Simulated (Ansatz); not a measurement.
Computed properties of Al₂O₃

Al$_{2}$O$_{3}$:
```xyz
5
Lattice="1.4941 0.8626 5.7178 -1.4941 0.8626 5.7178 0.0000 -1.7252 5.7178" Properties=species:S:1:pos:R:3 pbc="T T T"
Al     0.0000     0.0000     3.3103
Al     0.0000     0.0000    11.8932
O      0.0000     0.0000     0.4827
O      0.0000     0.0000     9.9851
O      0.0000     0.0000    13.8330
```

Space group R3m (No. 160); conventional cell a = b = 2.988 Å, c = 17.153 Å, α = β = 90.00°, γ = 120.00°.

Method: LDA (plane waves, PAW; program Ansatz). The cell and atoms are relaxed at this level. Other levels are named where they apply.

### Cell and energy

| Property | Result |
|---|---|
| Volume per atom | 8.84 Å³ |
| Density | 3.83 g/cm³ |
| Formation energy from the elements (no fitted shifts) | -3.13 eV/atom |

### Electronic structure

| Quantity | Value |
|---|---|
| Band gap | 4.36 eV (direct) |
| Valence-band maximum | at Γ |
| Conduction-band minimum | at Γ |
| Electron effective mass | 0.36, 0.36, 0.42 mₑ (principal values) |
| Hole effective mass | 0.39, 1.6, 1.6 mₑ (principal values) |

### Mechanics

| Property | Value |
|---|---|
| Bulk modulus (Birch–Murnaghan fit) | 234 GPa |
| Pressure derivative B′ | 4.1 |
| Elastic constants (relaxed ions, GPa) | C11 = 405, C12 = 235, C13 = 107, C14 = 15.2, C33 = 423, C44 = 140 |
| Mechanical stability | stable (all eigenvalues of C positive) |
| Hill bulk and shear moduli | 235 and 119 GPa |
| Young's modulus | 305 GPa |
| Poisson's ratio | 0.28 |
| Debye temperature from the elastic constants | 894 K |
| Piezoelectric stress constants (proper, relaxed ions, C/m²) | e15 = e24 = -0.15, e16 = e21 = -0.08, e22 = 0.08, e31 = e32 = -0.21, e33 = 0.06 |

### Dielectric response

| Property | Value |
|---|---|
| Electronic dielectric constant ε∞ (DFPT) | 3.30 (xx = yy), 3.16 (zz) |
| Static dielectric constant ε0 (ions relaxed, cell fixed) | 9.62 (xx = yy), 17.7 (zz) |
| Born charges (a third of the trace) | Al +2.84 to +2.95, O -1.96 to -1.88 e |
| Largest static χ(2) component | 1.1 pm/V |

### Phonons

| Item | Result |
|---|---|
| Highest zone-centre frequency (without LO–TO term) | 863 cm⁻¹ |
| Zone-centre stability | no imaginary mode at Γ |

The workflow started from a Materials Project entry (that database holds measured and hypothetical structures alike); the Crystallography Open Database copy checked does not list it. It is not the phase usual at ambient conditions (space group No. 167). The cell was relaxed with LDA under the symmetry of its start. Signs of piezoelectric constants follow the polarity of the cell as given. The references are the lowest solids computed at this level, not always the standard phases (solids in place of the gases).

Potentials: the later of the program's two PAW sets.
